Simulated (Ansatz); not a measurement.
Data:

Ti$_{2}$Si:
```xyz
3
Lattice="1.7441 1.0070 4.6503 -1.7441 1.0070 4.6503 0.0000 -2.0139 4.6503" Properties=species:S:1:pos:R:3 pbc="T T T"
Ti     0.0000     0.0000    10.6584
Ti     0.0000     0.0000     3.2925
Si     0.0000     0.0000     0.0000
```

This is the LDA-relaxed structure.

**Question.** All from LDA in the plane-wave PAW code Ansatz, unless another level is named. Give the electronic character.

**Answer.** metallic (no gap).

**Question.** What about the formation energy from the elements (no fitted shifts)?

**Answer.** -0.20 eV/atom.

**Question.** Predict the density of states at the Fermi level.

**Answer.** 0.41 states/eV per atom (mean over ±0.08 eV).

Space group R-3m. The start of the workflow was typed in or built on a structure type; neither database checked (COD, Materials Project) lists it. Whether it is the stable phase at ambient conditions was not checked. The LDA relaxation kept the symmetry of its start; its stability against distortions is not shown here. The run is not spin-polarised. The volume moved by -44 % from the start of the relaxation. The references are the lowest solids computed at this level, not always the standard phases.

Potentials: the earlier of the program's two PAW sets. The files were generated under PBE; for other functionals the program regenerates the frozen cores, and for LDA and PBEsol the local potential too.
